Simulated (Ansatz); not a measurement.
Relax this structure to zero stress and force, keeping its symmetry:

```
CELL_PARAMETERS angstrom
3.81907 0.00000 0.00000
-1.90953 3.30741 0.00000
0.00000 0.00000 6.14877
ATOMIC_POSITIONS crystal
Sn 0.00000 0.00000 0.00000
Se 0.33333 0.66667 0.25803
Se 0.66667 0.33333 0.74197
```

Computed with Ansatz 0.2.0, DFT PBEsol, scalar-relativistic, plane waves, PAW.

Cutoff 420 eV; k points 12×12×6 on the computed 3-atom cell (Γ-centred); Gaussian smearing, width 0.02 eV; no spin polarisation.

Question: What does it relax to?

Answer: The volume doesn't move by more than 0.01 Å³/atom to 25.89 Å³/atom, and the energy changes by under 0.1 meV/atom. Final structure:
```cif
data_structure
_symmetry_space_group_name_H-M 'P-3m1'
_symmetry_Int_Tables_number 164
_cell_length_a 3.8191
_cell_length_b 3.8191
_cell_length_c 6.1488
_cell_angle_alpha 90.000
_cell_angle_beta 90.000
_cell_angle_gamma 120.000
_cell_volume 77.67
loop_
_atom_site_label
_atom_site_type_symbol
_atom_site_symmetry_multiplicity
_atom_site_Wyckoff_symbol
_atom_site_fract_x
_atom_site_fract_y
_atom_site_fract_z
_atom_site_occupancy
Sn1 Sn 1 a 0.00000 0.00000 0.00000 1
Se1 Se 2 d 0.33333 0.66667 0.25803 1
```

The cell holds layers, and where no dispersion correction was added their binding is poorly described.